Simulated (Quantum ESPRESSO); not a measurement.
Inputs of pw.x and gipaw.x (a modified build of Quantum ESPRESSO, PBE) for Cl2; the starting potential comes from an earlier run on another mesh:

```
&CONTROL
  calculation = 'scf'
  prefix = 'x'
  pseudo_dir = './pseudo'
  outdir = './out'
  tprnfor = .true.
/
&SYSTEM
  ibrav = 0
  nat = 4
  ntyp = 1
  ecutwfc = 50
  ecutrho = 200
  occupations = 'fixed'
  nbnd = 14
/
&ELECTRONS
  conv_thr = 1e-11
  startingpot = 'file'
/
ATOMIC_SPECIES
Cl 35.450 Cl.GGA_PBE-JTH.UPF
CELL_PARAMETERS angstrom
    3.264205000000    -2.057470000000     0.000000000000
    3.264205000000     2.057470000000     0.000000000000
    0.000000000000     0.000000000000     8.402400000000
ATOMIC_POSITIONS crystal
Cl     0.876016211950     0.123983788050     0.605837196515
Cl     0.123983788050     0.876016211950     0.394162803485
Cl     0.623983788050     0.376016211950     0.105837196515
Cl     0.376016211950     0.623983788050     0.894162803485
K_POINTS automatic
7 7 3 1 1 1
```

```
&INPUTGIPAW
  job = 'nmr'
  prefix = 'x'
  tmp_dir = './out/'
  restart_mode = 'from_scratch'
  pawproj(1) = .true.
  use_nmr_macroscopic_shape = .false.
/
```

The cell was made here from a computed Materials Project entry: Cl1 and its equivalents moved by 0.04 Å along (0.00, 0.97, 0.23), space group kept. The parent is Cl2 in Cmce; whether this form has been observed was not checked. Stability against distortions was not tested.

Problem. What does gipaw.x print for the total shieldings?

Solution. 
```
     f-sum rule (should be   -31.8567):
           -31.8574          0.0000          0.0000
             0.0000        -31.8575          0.0000
             0.0000          0.0000        -31.8591

     Total NMR chemical shifts in ppm: ---------------------------------------
     (adopting the Simpson convention for anisotropy and asymmetry)-----------

     Atom  1  Cl  pos: (  0.845972 -0.401004  1.319283)  Total sigma:         360.61
            61.9855          0.0000         -0.0000
            -0.0000        288.0289        360.6146
            -0.0000        353.3340        731.8138

     Cl      1    anisotropy:    854.44    eta:    0.0485
     Cl      1    sigma_11=     89.60
     Cl      1    sigma_22=     61.99
     Cl      1    sigma_33=    930.24

     Atom  2  Cl  pos: (  0.845972  0.401004  0.858337)  Total sigma:         360.61
            61.9855          0.0000          0.0000
             0.0000        288.0289        360.6146
            -0.0000        353.3340        731.8138

     Cl      2    anisotropy:    854.44    eta:    0.0485
     Cl      2    sigma_11=     89.60
     Cl      2    sigma_22=     61.99
     Cl      2    sigma_33=    930.24

     Atom  3  Cl  pos: (  0.845972 -0.132223  0.230473)  Total sigma:         360.61
            61.9855         -0.0000          0.0000
            -0.0000        288.0289       -360.6146
            -0.0000       -353.3340        731.8138

     Cl      3    anisotropy:    854.44    eta:    0.0485
     Cl      3    sigma_11=     89.60
     Cl      3    sigma_22=     61.99
     Cl      3    sigma_33=    930.24

     Atom  4  Cl  pos: (  0.845972  0.132223  1.947146)  Total sigma:         360.61
            61.9855          0.0000          0.0000
             0.0000        288.0289       -360.6146
            -0.0000       -353.3340        731.8138

     Cl      4    anisotropy:    854.44    eta:    0.0485
     Cl      4    sigma_11=     89.60
     Cl      4    sigma_22=     61.99
     Cl      4    sigma_33=    930.24
```
The printed anisotropy is 3/2 (σ_33 − σ_iso) in the program's own order; the axes are left out here. Anisotropies that symmetry doesn't fix are less certain than the isotropic values. These are absolute shieldings with no macroscopic susceptibility term; δ = σ_ref − σ needs a reference computed alike. By our sweeps, such settings leave a few ppm in absolute σ. No d partial waves on Cl: the paramagnetic term there is incompletely reconstructed.
